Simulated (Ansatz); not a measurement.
Ga in space group Cmcm (No. 63; Ga on 8g) under volume change, r²SCAN (plane waves, PAW; program Ansatz), shape and atoms relaxed at each volume.

```csv
V (Å³/atom),E − E(relaxed) (meV/atom),P (GPa)
18.239,33.4,6.47
18.840,13.9,3.94
19.441,…,…
20.042,0.0,0.00
20.644,2.9,-1.50
21.245,11.0,-2.76
21.846,…,…
```

Q: Some entries are withheld; supply them.

A: 
- 19.441, E − E(relaxed) (meV/atom): 3.3
- 19.441, P (GPa): 1.79
- 21.846, E − E(relaxed) (meV/atom): 23.4
- 21.846, P (GPa): -3.82

Q: What does a third-order Birch–Murnaghan fit give for V₀, B₀ and B′?

A: V₀ = 20.04 Å³/atom, B₀ = 54.6 GPa, B′ = 4.8.

The workflow started from a Materials Project entry (that database holds measured and hypothetical structures alike); the Crystallography Open Database files this formula in space group No. 63, but the cells were not matched. It is not the phase usual at ambient conditions (space group No. 64). Symmetry was held in the r²SCAN relaxation; of distortions, only those at the zone centre were tested.

Potentials: the earlier of the program's two PAW sets.
